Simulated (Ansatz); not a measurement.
Input:

Ag$_{2}$S:
```yaml
crystal:
  lattice:
    - [2.32638, -3.46682, 0.00000]
    - [2.32638, 3.46682, 0.00000]
    - [0.00000, 0.00000, 7.21124]
  atoms:
    - { symbol: Ag, position: [0.00000, 0.00000, 0.00000] }
    - { symbol: Ag, position: [0.60671, 0.39329, 0.25000] }
    - { symbol: Ag, position: [0.39329, 0.60671, 0.75000] }
    - { symbol: Ag, position: [0.00000, 0.00000, 0.50000] }
    - { symbol: S, position: [0.77322, 0.22678, 0.75000] }
    - { symbol: S, position: [0.22678, 0.77322, 0.25000] }
```

This is the PBEsol-relaxed structure. Tensor components refer to the Cartesian frame of this cell.

All from PBEsol in the plane-wave PAW code Ansatz, unless another level is named. Give the bulk modulus (Birch–Murnaghan fit).

18.8 GPa.

And the elastic constants (relaxed ions, GPa)?

C11 = 134, C22 = 48.7, C33 = 27.1, C12 = 64.0, C13 = 36.4, C23 = 16.0, C44 = 5.1, C55 = 11.0, C66 = 9.0.

What about the highest zone-centre frequency (without LO–TO term)?

294 cm^-1.

Space group Cmcm. The workflow started from a Materials Project entry (that database holds measured and hypothetical structures alike); the Crystallography Open Database copy checked does not list it. COD files the formula under space group No. 4, 14, so this cell is another polymorph or a model. Its standing as an ambient phase is unchecked. The PBEsol relaxation kept the symmetry of its start; of distortions, only those at the zone centre were tested. No spin polarisation was allowed.

Potentials: the later of the program's two PAW sets.
